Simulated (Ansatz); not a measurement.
Ru₂C in space group P-3m1 (No. 164; C on 1a, Ru on 2d), DFT-r²SCAN in the program Ansatz with PAW potentials, all energies at zero smearing, with the estimated change up to a 700 eV cutoff added, with one set of potentials and settings (totals compare only within such a set). Cell of 3 atoms (1 C, 2 Ru): -12031.627 eV.

| element | reference phase | E (eV/atom) |
|---|---|---|
| C | P6_3/mmc, 4 atoms in the cell | -251.6688 |
| Ru | P6_3/mmc, 2 atoms in the cell | -5890.7404 |

Formation energy per atom, worked out: (-12031.627 − 1×(-251.6688) − 2×(-5890.7404))/3 = 0.508 eV/atom (49 kJ per mol of atoms), at 0 K, without zero-point energy or fitted corrections.

A made-up cell: these elements were put on the sites of a structure type; neither database checked (COD, Materials Project) lists it. Whether it is the stable phase at ambient conditions was not checked. Symmetry was held in the r²SCAN relaxation; whether a distortion lowers the energy is not shown. No spin polarisation was allowed. The references are the lowest solids computed at this level, not always the standard phases.

Potentials: the earlier of the program's two PAW sets.
